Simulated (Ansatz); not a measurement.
SbSi$_{31}$ in space group I-43m (No. 217; Pearson symbol cI64) under volume change, PBE in the plane-wave PAW code Ansatz, shape and atoms relaxed at each volume.

```json
[
 {"V (Å³/atom)": "18.896", "E − E(relaxed) (meV/atom)": "53.9", "P (GPa)": "10.04"},
 {"V (Å³/atom)": "19.519", "E − E(relaxed) (meV/atom)": "(withheld)", "P (GPa)": "(withheld)"},
 {"V (Å³/atom)": "20.141", "E − E(relaxed) (meV/atom)": "(withheld)", "P (GPa)": "(withheld)"},
 {"V (Å³/atom)": "20.764", "E − E(relaxed) (meV/atom)": "0.0", "P (GPa)": "0.00"},
 {"V (Å³/atom)": "21.387", "E − E(relaxed) (meV/atom)": "4.8", "P (GPa)": "-2.41"},
 {"V (Å³/atom)": "22.010", "E − E(relaxed) (meV/atom)": "18.3", "P (GPa)": "-4.45"},
 {"V (Å³/atom)": "22.633", "E − E(relaxed) (meV/atom)": "39.0", "P (GPa)": "-6.18"}
]
```

Q: Complete the blanks.

A: 
- 19.519, E − E(relaxed) (meV/atom): 22.6
- 19.519, P (GPa): 6.15
- 20.141, E − E(relaxed) (meV/atom): 5.4
- 20.141, P (GPa): 2.83

Q: What does a third-order Birch–Murnaghan fit give for V₀, B₀ and B′?

A: V₀ = 20.77 Å³/atom, B₀ = 86.6 GPa, B′ = 4.4.

The start of the workflow was typed in or built on a structure type; neither database checked (COD, Materials Project) lists it. Whether it is the stable phase at ambient conditions was not checked. The PBE relaxation kept the symmetry of its start; its stability against distortions is not shown here. Spin–orbit coupling is left out wherever it is not named.

Potentials: the later of the program's two PAW sets.
